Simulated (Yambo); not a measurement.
Yambo run on NaBaIrH₆ (space group F-43m, No. 216). The wavefunctions come from this Quantum ESPRESSO step (LDA, PseudoDojo standard norm-conserving files, scalar-relativistic):

```
&CONTROL
  calculation = 'nscf'
  pseudo_dir = './pseudo'
  outdir = './out'
/
&SYSTEM
  ibrav = 0
  nat = 9
  ntyp = 4
  ecutwfc = 88.0
  ecutrho = 352.0
  occupations = 'fixed'
  force_symmorphic = .true.
  nbnd = 174
/
&ELECTRONS
  conv_thr = 9.000000000000001e-09
  diago_full_acc = .true.
  diago_thr_init = 1e-08
/
ATOMIC_SPECIES
H 1.0080 H.upf
Na 22.9898 Na.upf
Ba 137.3270 Ba.upf
Ir 192.2170 Ir.upf
CELL_PARAMETERS angstrom
  0.000000000000   3.922550000000   3.922550000000
  3.922550000000   0.000000000000   3.922550000000
  3.922550000000   3.922550000000   0.000000000000
ATOMIC_POSITIONS crystal
H   0.784970000000   0.215030000000   0.215030000000
H   0.784970000000   0.784970000000   0.215030000000
H   0.215030000000   0.784970000000   0.784970000000
H   0.215030000000   0.215030000000   0.784970000000
H   0.215030000000   0.784970000000   0.215030000000
H   0.784970000000   0.215030000000   0.784970000000
Na   0.750000000000   0.750000000000   0.750000000000
Ba   0.250000000000   0.250000000000   0.250000000000
Ir   0.000000000000   0.000000000000   0.000000000000
K_POINTS automatic
2 2 2 0 0 0
```

Yambo input:

```
rim_cut
gw0
dyson
el_el_corr
HF_and_locXC
ppa
em1d
RandQpts= 1000000
RandGvec= 1 Ry
EXXRLvcs= 88 Ry
VXCRLvcs= 352 Ry
Chimod= "HARTREE"
% BndsRnXp
 6 | 173 |
%
NGsBlkXp= 7 Ry
% LongDrXp
 1.0 | 1.0 | 1.0 |
%
PPAPntXp= 27.2114 eV
% GbndRnge
 1 | 173 |
%
GTermKind= "BG"
DysSolver= "n"
ExtendOut
% QPkrange
 1 | 1 | 21 | 22 |
 3 | 3 | 21 | 22 |
%
```

k points by index: 1 = Γ, 3 = X.

Table of the .qp output:

```
#    K-point    Band    Eo [eV]    E [eV]    E-Eo [eV]    Vxc [eV]    Vnlxc [eV]    Sc|Eo [eV]    Sc|E [eV]    dSc/dw|Eo [eV]    Re(Z)    Im(Z)
#
    1    21    0.000000    -0.462625    -0.462625    -18.17450    -22.06245    3.298021    3.425332    -7.485869    0.784249    -0.001586
    1    22    4.285670    5.169668    0.883998    -8.659238    -4.055444    -3.551797    -3.719796    -5.170678    0.840321    -0.001168
    3    21    -0.032227    -0.519402    -0.487175    -17.94187    -21.82209    3.259114    3.393045    -7.478428    0.784417    -0.001585
    3    22    2.995716    3.892907    0.897191    -11.45381    -7.237442    -3.136628    -3.319178    -5.535983    0.830947    -0.001223
```
(The two width columns are left out.) Convergence of these settings isn't established.

Spin-orbit coupling is not included.

Geometry of the Materials Project entry, not relaxed at this level.

The structure is a Materials Project entry; no match was found in the copy of COD used, and its stability was not checked.
